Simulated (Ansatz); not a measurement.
Ga4SbP3 as one 8-atom ordering (Pm) on the wurtzite lattice, relaxed with r2SCAN. Space group Pm (No. 6), monoclinic; conventional cell a = 6.535 Å, b = 3.960 Å, c = 6.865 Å, β = 90.0°, 22.21 Å³ an atom. P is surrounded by 4 Ga at 2.39–2.42 Å; P is surrounded by 4 Ga at 2.35–2.41 Å; P is surrounded by 4 Ga at 2.32–2.41 Å; Sb is surrounded by 4 Ga at 2.55–2.60 Å; Ga is surrounded by 3 P at 2.38–2.39 Å and 1 Sb at 2.59 Å; Ga is surrounded by 2 P at 2.32–2.35 Å and 2 Sb at 2.55 Å; Ga is surrounded by 4 P at 2.41–2.42 Å; Ga is surrounded by 3 P at 2.40–2.41 Å and 1 Sb at 2.60 Å.

```
P Sb Ga
1.0
     6.53457    0.00000    0.00233
     0.00000    3.96011    0.00000
     0.00247    0.00000    6.86509
P Sb Ga
3 1 4
Direct
  0.99797 0.00000 0.32598
  0.00270 0.50000 0.83946
  0.49799 0.50000 0.16904
  0.50468 0.00000 0.66480
  0.36361 0.00000 0.31295
  0.36264 0.50000 0.85601
  0.86710 0.50000 0.16608
  0.90332 0.00000 0.66568
```

The questions ask for values computed with Ansatz on this geometry. Values at 0 K without nuclear motion; no magnetic order is allowed, and the phase may be a hypothetical one.

Question: Is there a gap with PBE, and of what kind?

Answer: With PBE the gap is 0.09 eV and direct, at Γ.

Question: Estimate the gap with PBE+SOC on 4×6×4.

Answer: The PBE+SOC gap is direct at Γ: 0.06 eV. (With 0.02 eV of smearing so small a gap leaves both edges partly filled, and it could close between the points sampled.) The gap differs by -0.03 eV from PBE's.

Question: What does r2SCAN give for the gap (4×6×4 mesh)?

Answer: r2SCAN gives a direct gap of 0.44 eV at Γ. The gap differs by +0.35 eV from PBE's.

Question: Estimate the gap with HSE06 on 2×4×2.

Answer: With HSE06 the gap is 0.82 eV and direct, at Γ. The gap differs by +0.73 eV from PBE's.

Question: Roughly how does the cost of the HSE06 run (2×4×2) compare with r2SCAN's (4×6×4)?

Answer: About 5 times as much (7 core-minutes against 80 core-seconds, on 4 threads of Arm Neoverse V2, on a shared host).

Question: What do these levels agree on?

Answer: r2SCAN covers 48 % of the step from PBE to HSE06, while HSE06 needs about 5 times r2SCAN's rough cost (on a coarser mesh). Spin-orbit coupling moves the least or the direct gap by up to 0.03 eV, so it can be left out where a tenth of an eV counts. All these functionals give a gap of the same kind, direct.

Only the levels marked +SOC include spin-orbit coupling.

Small gaps with spin-orbit coupling can be splittings of inverted bands, not the fundamental gap; semilocal functionals often invert bands that the real crystal keeps in order.

Gaps under 0.1 eV (PBE, PBE+SOC) can't be told from a closed one: the bands may be in normal order or already inverted, which a gap's size doesn't show.
